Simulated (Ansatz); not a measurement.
Be (hcp (Mg type), P6_3/mmc) at seven volumes, plane-wave PAW PBEsol (Ansatz code), shape and atoms relaxed at each. One row is withheld.

```json
[
 {"V (Å³/atom)": "7.130", "P (GPa)": "13.64"},
 {"V (Å³/atom)": "7.365", "P (GPa)": "8.48"},
 {"V (Å³/atom)": "7.600", "P (GPa)": "3.96"},
 {"V (Å³/atom)": "7.836", "P (GPa)": "-0.01"},
 {"V (Å³/atom)": "8.071", "P (GPa)": "?"},
 {"V (Å³/atom)": "8.306", "P (GPa)": "-6.55"},
 {"V (Å³/atom)": "8.541", "P (GPa)": "-9.25"}
]
```

Question: Fit the shown pressures and predict the withheld one.

Answer: P = (3/2)B₀(x^(7/2) − x^(5/2))[1 + (3/4)(B′ − 4)(x − 1)] with x = (V₀/V)^(2/3). Least squares on the six rows gives V₀ = 7.835 Å³/atom, B₀ = 124 GPa, B′ = 3.33. At V = 8.071, x = 0.9804 and P = -3.50 GPa. The run itself gave -3.49 GPa.

The PBEsol relaxation kept the symmetry of its start.

Potentials: the later of the program's two PAW sets.
